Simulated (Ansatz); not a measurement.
One crystal and one scan (energy against volume) at two levels, r2SCAN (plane waves to 500 eV, PAW, scalar-relativistic; Ansatz, an electronic-structure program) and PBE (plane waves to 420 eV, PAW, scalar-relativistic; Ansatz), each from its own relaxed cell and on its own mesh. The cell shown is that of r2SCAN.

Sn (beta-Sn type, space group I4_1/amd)

```
Sn
1.0
   -2.94311     2.94311     1.59186
    2.94311    -2.94311     1.59186
    2.94311     2.94311    -1.59186
Sn
2
Direct
  0.75000   0.25000   0.50000
  0.00000   0.00000   0.00000
```

The volume is varied about the relaxed value V₀ at fixed cell shape. Symmetry pins the atoms to their sites.

E stands for the smeared free energy. Sn was relaxed with its symmetry unable to fall. With the shape held, the modulus is that of even scaling; a crystal free to change shape is softer. Percentages come from the unrounded values. Both scans cover V/V₀ from 0.840 to 1.160.

Results of r2SCAN:

```
Item                                                                         Value
---------------------------------------------------------------------------  -----
Lattice constant a (Å)                                                       5.886
Lattice constant c (Å)                                                       3.184
Relaxed volume (Å³/atom)                                                     27.58
Pressure at the smallest volume (GPa)                                         14.4
Energy cost of the largest compression (meV/atom)                              167
Energy cost of the largest expansion (meV/atom)                                 90
Bulk modulus at fixed cell shape B₀ (third-order Birch-Murnaghan fit) (GPa)   54.1
Pressure for 5 % compression (fit) (GPa)                                       3.1
```

Q: Estimate the PBE values.

A: 
| quantity | PBE | r2SCAN − PBE |
|---|---|---|
| Lattice constant a (Å) | 5.947 | -0.061 (-1.0 %) |
| Lattice constant c (Å) | 3.212 | -0.028 (-0.9 %) |
| Relaxed volume (Å³/atom) | 28.40 | -0.82 (-2.9 %) |
| Pressure at the smallest volume (GPa) | 12.7 | +1.7 (+14 %) |
| Energy cost of the largest compression (meV/atom) | 151 | +16 (+10 %) |
| Energy cost of the largest expansion (meV/atom) | 81 | +9 (+11 %) |
| Bulk modulus at fixed cell shape B₀ (third-order Birch-Murnaghan fit) (GPa) | 47.5 | +6.6 (+14 %) |
| Pressure for 5 % compression (fit) (GPa) | 2.8 | +0.3 (+14 %) |

r2SCAN gives the higher value for: pressure at the smallest volume; energy cost of the largest compression; energy cost of the largest expansion; bulk modulus at fixed cell shape B₀; pressure for 5 % compression. r2SCAN gives the lower value for: lattice constant a; lattice constant c; relaxed volume. Neither level is exact: the differences show how much the result hangs on the functional.

(A scan under strain: stresses follow from slopes of the energy per volume, elastic moduli from its curvatures.)
